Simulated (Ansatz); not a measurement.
Given:

MoW:
```cif
data_MoW
_chemical_formula_sum 'Mo1 W1'
_space_group_name_H-M_alt 'Pm-3m'
_space_group_IT_number 221
_space_group_name_Hall '-P 4 2 3'
_cell_length_a 3.17229
_cell_length_b 3.17229
_cell_length_c 3.17229
_cell_angle_alpha 90.000
_cell_angle_beta 90.000
_cell_angle_gamma 90.000
loop_
_atom_site_label
_atom_site_type_symbol
_atom_site_symmetry_multiplicity
_atom_site_Wyckoff_symbol
_atom_site_fract_x
_atom_site_fract_y
_atom_site_fract_z
_atom_site_occupancy
Mo1 Mo 1 a 0.00000 0.00000 0.00000 1
W1 W 1 b 0.50000 0.50000 0.50000 1
```

This is the PBE-relaxed structure.

### Question
All from the program Ansatz at the PBE level (PAW), unless another level is named. Give the formation energy from the elements (no fitted shifts).

### Answer
-0.014 eV/atom.

### Question
Next, the density of states at the Fermi level?

### Answer
0.51 states/eV per atom (mean over ±0.08 eV).

### Question
Give the gap with spin–orbit coupling.

### Answer
none (metallic).

The start of the workflow was typed in or built on a structure type; neither database checked (COD, Materials Project) lists it. Whether it is the stable phase at ambient conditions was not checked. Symmetry was held in the PBE relaxation; its stability against distortions is not shown here. No spin polarisation was allowed. The references are the lowest solids computed at this level, not always the standard phases. Spin–orbit coupling is left out wherever it is not named.

Potentials: the earlier of the program's two PAW sets.
